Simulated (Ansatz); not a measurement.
Given:

Relaxed CdS (zinc blende):

```
CdS
1.0
    0.00000     5.92710     5.92710
    2.96355     2.96355     5.92710
    2.96355     2.96355     0.00000
S Cd
2 2
Cartesian
  4.44532   4.44532   4.44532
  4.44532   7.40887   7.40887
  0.00000   0.00000   0.00000
  2.96355   5.92710   2.96355
```

A phonon eigenvector at X = (0.5, 0.5, 0.0) is frozen into this cell: atom i moves by Q times the vector below, so Q is the largest atomic displacement, in Å. The cell is held. It is one choice among 2 degenerate patterns. (q is in reciprocal vectors of the primitive cell; the cell shown is doubled to hold the pattern.)

| atom | x | y | z |
|---|---|---|---|
| S1 | -0.650 | 0.000 | 0.000 |
| S2 | 0.650 | 0.000 | 0.000 |
| Cd3 | 0.000 | -1.000 | 0.000 |
| Cd4 | 0.000 | 1.000 | 0.000 |

These are PBE (plane waves to 420 eV, PAW, scalar-relativistic; Ansatz, a program for electronic structure) values and carry that method's errors. k mesh 10×10×10 (Γ-centred), Fermi-Dirac smearing 0.05 eV. E stands for the smeared free energy. CdS was relaxed with its symmetry unable to fall. The PAW data are Ansatz's earlier set. The zero of ΔE is the undisplaced structure.

The scan covers Q from -0.100 to 0.100 Å in 13 points.

### Question
Which space group does the distorted structure have?

### Answer
C222_1 (No. 20), lowered from F-43m.

### Question
Is this a single well or a double well?

### Answer
A single well with its minimum at or next to zero displacement.

### Question
What is the energy change at Q = 0.100 Å?

### Answer
13.7 meV/cell.

### Question
What harmonic wavenumber does the curvature at Q = 0 give?

### Answer
54 cm⁻¹.

(For displaced atoms, the force is minus the slope of the energy, and its curvature is a force constant, which sets phonon frequencies.)
